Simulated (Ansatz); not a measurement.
B (α-B12), relaxed with r²SCAN (Ansatz, a quantum-chemistry and plane-wave program, plane waves, PAW): a = b = 4.898 Å, c = 12.513 Å, α = β = 90.00°, γ = 120.00°.

| Quantity | Result |
|---|---|
| gap (eV) | 1.60 |

The same phase is relaxed and computed with LDA in the same code. What are the cell and these values now?

a = b = 4.841 Å, c = 12.393 Å, α = β = 90.00°, γ = 120.00°.

- gap (eV) = 1.37

All cells were relaxed under the symmetry of their starts (and spin orders); stability against distortions was not tested throughout.

Potentials: the earlier of the program's two PAW sets.

Ansatz is a plane-wave DFT program.
